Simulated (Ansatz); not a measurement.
Compressing Ti₂CN: a fit and a missing row

Ti₂CN, R-3m, a = 3.023 Å, c = 14.855 Å. The structure is a Materials Project entry; whether it is the stable form wasn't checked. Ansatz: r2SCAN, PAW, 500 eV, Γ-centred 18×18×18 mesh on 4 atoms, Gaussian smearing 0.10 eV; no spin polarisation. Shape and atoms are relaxed at each volume; pressure is positive in compression.

| V (Å³/atom) | P (GPa) |
| --- | --- |
| 9.207 | ? |
| 9.501 | 9.08 |
| 9.794 | 0.00 |
| 10.088 | -7.78 |
| 10.382 | -14.46 |

Question: Take V0 = 9.794 Å³/atom, fit the third-order Birch–Murnaghan form to the other rows, and predict the missing pressure.

Answer: With the Eulerian strain f = ½[(V0/V)^(2/3) − 1] and y = P/[3f(1 + 2f)^(5/2)], the form is the line y = B0 + 1.5 B0 (B0′ − 4) f. Rows (f, y): 0.01023, 281.3; -0.00976, 279.1; -0.01906, 278.7. Means f = -0.006197, y = 279.70; Σ(Δf)² = 0.0004480, ΣΔfΔy = 0.04128; the slope is their ratio. y = 280.3 + 92.15 f GPa, so B0 = 280.3 GPa and B0′ = 4 + 2 × (92.15)/(3 × 280.3) = 4.22. At V = 9.207, f = 0.02103, y = 282.24 and P = 19.74 GPa. The run gave 19.67 GPa, so the fit is 0.07 GPa too high, a small miss on the scale of the series. The form still works here, 33 % of the fitted range beyond its end.

Spin polarisation was left out, and a magnetic state may lie lower.

Cost: 5 runs of about 18 core-minutes in all, on Arm Neoverse V1 (shared hosts).